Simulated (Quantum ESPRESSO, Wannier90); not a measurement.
**SrTe (rock salt), plane waves to Wannier functions**

Materials Project entry mp-1958; symmetrised, unrelaxed at this level. COD (Crystallography Open Database) has an entry of this formula and space group (matched by these alone). Level: LDA, no spin polarisation, no spin-orbit coupling; pw.x of Quantum ESPRESSO at 66 Ry with PseudoDojo potentials, 8×8×8 k-points, Wannier90. Density: 8×8×8 mesh, cold smearing 0.01 Ry. Spin-orbit coupling is left out although heavy elements are present.

The plane-wave run has 27 bands and 26 electrons a cell. On the energy scale of pw.x, whose zero is arbitrary, the valence-band maximum lies at 6.36 eV.

Input w.win, without the blocks of cell, atoms and k-points (512 lines):

```
num_bands = 18
num_wann = 10
exclude_bands = 1-9
num_iter = 800
conv_tol = 1.0e-6
conv_window = 4
dis_num_iter = 1000
dis_conv_tol = 1.0e-6
dis_froz_max = 9.53
write_hr = true
write_u_matrices = true
begin projections
f=-0.00472,0.01276,-0.00552: s;d
f=0.50941,0.49584,0.49022: s;p
end projections
mp_grid = 9 8 8
```

**Question.** Check the input against the numbers above: what is wrong, and how is it mended?

**Answer.** wannier90.x -pp stops with:
```
Error: Wrong number of lines in block kpoints
```
The product of the three numbers of mp_grid differs from the number of lines in the kpoints block. Mended as below, all else unchanged, the run goes through (Ω_I = 21.8 Å²) and follows the plane-wave bands to 3.2 meV rms (states up to 2.7 eV relative to the valence-band maximum).
```
mp_grid = 8 8 8
```
